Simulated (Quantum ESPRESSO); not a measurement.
## SiAsGaO6 (convergence and cost over cutoff and k mesh)

Simulated, not a measurement. The program is pw.x of Quantum ESPRESSO 7.5 (plane-wave density functional theory). The cell is made up: 9 atoms on a quartz lattice, with randomly drawn elements, strain and displacements, not relaxed. PseudoDojo standard norm-conserving files (v0.5 for PBE, v0.4.1 for LDA and PBEsol) set the functional; there is no spin polarisation, spin-orbit coupling or dispersion term, and the masses in the input are unused placeholders.

Input of the run in row 2:

```
&control calculation='scf', pseudo_dir='./dojo.nc.sr.pbe.v0_5.standard.upf', outdir='./o', disk_io='medium', tprnfor=.true., tstress=.true. /
&system ibrav=0, nat=9, ntyp=4, nbnd=40, ecutwfc=84.00895049, nosym=.true., tot_charge=0,
 occupations='smearing', smearing='fd', degauss=0.0018374661
/
&electrons conv_thr=7.350e-09, electron_maxstep=60, /
ATOMIC_SPECIES
As 1.0 As.upf
Ga 1.0 Ga.upf
O 1.0 O.upf
Si 1.0 Si.upf
CELL_PARAMETERS angstrom
5.0467 -0.0046 -0.029
-2.5273 4.4149 -0.0353
-0.0319 -0.0631 5.5523
ATOMIC_POSITIONS angstrom
Si 2.3378 -0.0264 3.7202
As -1.198 2.0965 1.8213
Ga 1.356 2.3642 -0.1046
O 1.3491 1.1408 4.3464
O 3.3502 0.6177 2.4926
O 2.8001 2.5539 0.6461
O 0.2548 1.8144 1.1603
O -1.1255 3.1862 2.9889
O 0.7508 3.6544 4.7887
K_POINTS automatic
5 5 4 1 1 1
```

The same cell was run at these settings. Meshes are shifted by half a step, and differences are from the last row, which is itself not exact.

| cutoff (eV) | k mesh | k points solved | threshold (eV) | free energy less the last row's (eV) | pressure (GPa) | largest stress difference (GPa) | largest force difference (eV/Å) | iterations | wall time (s) | k-point pools | processor |
| --- | --- | --- | --- | --- | --- | --- | --- | --- | --- | --- | --- |
| 800 | 2 x 2 x 2 | 4 | 1e-04 | 4.280 | -24.82 | 47.80 | 0.217 | 8 | 42 | 1 | AMD EPYC, Zen 5 class |
| 1143 | 5 x 5 x 4 | 50 | 1e-07 | 0.004 | 22.75 | 0.02 | 0.002 | 11 | 590 | 1 | AMD EPYC, Zen 5 class |
| 1437 | 7 x 7 x 6 | 147 | 1e-07 | 0.000 | 22.76 | 0.00 | 0.000 | 11 | 328 | 4 | AMD EPYC, Zen 5 class |

Each pool is one process. Wall times include start-up and a band step at six k points, which weighs most on the coarsest meshes. The runs were on shared virtual cores whose load varied, so times are rough.